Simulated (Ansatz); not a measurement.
LiTaO₃:
```xyz
5
Lattice="3.8942 0.0000 0.0000 0.0000 3.8942 0.0000 0.0000 0.0000 3.9584" Properties=species:S:1:pos:R:3 pbc="T T T"
Ta     1.9471     1.9471     1.6039
Li     0.0000     0.0000     0.6292
O      1.9471     1.9471     3.4308
O      1.9471     0.0000     1.3362
O      0.0000     1.9471     1.3362
```

Relaxed with LDA.

**Question.** Give the optical modes at the zone centre with their infrared and Raman activity from DFPT, DFT-LDA in the program Ansatz with PAW potentials.

**Answer.** Transverse frequencies, without the LO–TO term; a row sums one degenerate level.

```csv
ω (cm⁻¹),degeneracy,IR ((D/Å)²/amu),Raman (Å⁴/amu),activity,symmetry
190,2,59.32,63,IR+Raman,E
203,2,0.07,21,IR+Raman,E
215,1,1.00,13,IR+Raman,A1
270,1,0.00,8.4,Raman,B1
312,1,20.22,170,IR+Raman,A1
313,2,2.33,0.89,IR+Raman,E
631,2,69.22,51,IR+Raman,E
703,1,34.86,790,IR+Raman,A1
```

**Question.** How high does the top mode go among those that the LO–TO term moves?

**Answer.** 891 cm⁻¹ for q along x, 891 cm⁻¹ for q along y, 925 cm⁻¹ for q along z.

Space group P4mm. The start of the workflow was typed in or built on a structure type; neither database checked (COD, Materials Project) lists it. It is not the phase usual at ambient conditions (space group No. 161). Symmetry was held in the LDA relaxation. At this level the phase is dynamically unstable (imaginary phonons). The run is not spin-polarised. Scalar-relativistic: spin–orbit coupling is off unless named, which matters more the heavier the elements.

Potentials: the earlier of the program's two PAW sets.
